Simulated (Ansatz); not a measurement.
# Calculated B-11 NMR of the central transition for BN

Cell: a structure deposited in the COD, whose atoms a relaxation with PBE at fixed cell left in place.

```
CELL_PARAMETERS angstrom
2.49824 0.00000 0.00000
-1.24912 2.16354 0.00000
0.00000 0.00000 6.63570
ATOMIC_POSITIONS crystal
B 0.33333 0.66667 0.25000
B 0.66667 0.33333 0.75000
N 0.33333 0.66667 0.75000
N 0.66667 0.33333 0.25000
```

Atom numbers follow the list; atoms alike are taken as one site, whose name carries the number of the first.

The numbers come from a DFT calculation in Ansatz (PBE, plane waves and PAW (field gradients read without the response of the frozen cores, which leaves them typically 4 to 6 % off), scalar-relativistic, 420 eV cutoff, Γ-centred 13×13×4 k-points, Fermi–Dirac smearing 0.02 eV).

B-11 has I = 3/2 and Q = 40.59 mb (Pyykkö 2018); at 23.5 T its Larmor frequency is ν₀ = 321.1 MHz. Only the quadrupole interaction is simulated: positions count from each site's isotropic chemical shift, and J coupling is left out, as are shift anisotropy and dipolar coupling, which fast spinning averages.

(1) Simulate the second-order pattern (fast magic-angle spinning, Gaussian broadening 0.04 kHz) of site B (3 N at 1.44 Å).

Answers

(1) The calculation gives C_Q = 2.87 MHz and η = 0.00, so ν_Q = 1.43 MHz and the centre of gravity lies at -2.00 ppm (-0.641 kHz).

(offset (kHz), height): (-1.671, 0), (-1.632, 0), (-1.592, 3), (-1.553, 4), (-1.514, 4), (-1.475, 4), (-1.435, 5), (-1.396, 5), (-1.357, 5), (-1.318, 5), (-1.278, 5), (-1.239, 5), (-1.200, 5), (-1.161, 5), (-1.121, 6), (-1.082, 6), (-1.043, 10), (-1.004, 67), (-0.964, 70), (-0.925, 48), (-0.886, 41), (-0.847, 36), (-0.807, 35), (-0.768, 33), (-0.729, 32), (-0.690, 32), (-0.650, 32), (-0.611, 32), (-0.572, 32), (-0.533, 33), (-0.493, 34), (-0.454, 36), (-0.415, 39), (-0.376, 43), (-0.336, 50), (-0.297, 62), (-0.258, 100), (-0.219, 66), (-0.179, 2), (-0.140, 0)

An axis of threefold or higher order runs through B, so V_zz lies along it and η is zero.

At this cell the PBE pressure is 5 GPa, so with PBE the cell would grow if it were relaxed.

The relaxation (1 step) took 1.6 s of wall time (1.6 s of CPU time) and 0.38 GiB at its peak, on 1 thread of Intel Xeon Platinum 8488C (Sapphire Rapids) (x86_64; 16 cores open to the job, memory cap 3.0 GiB, no GPU), a shared host with a load of 0.2 a core.
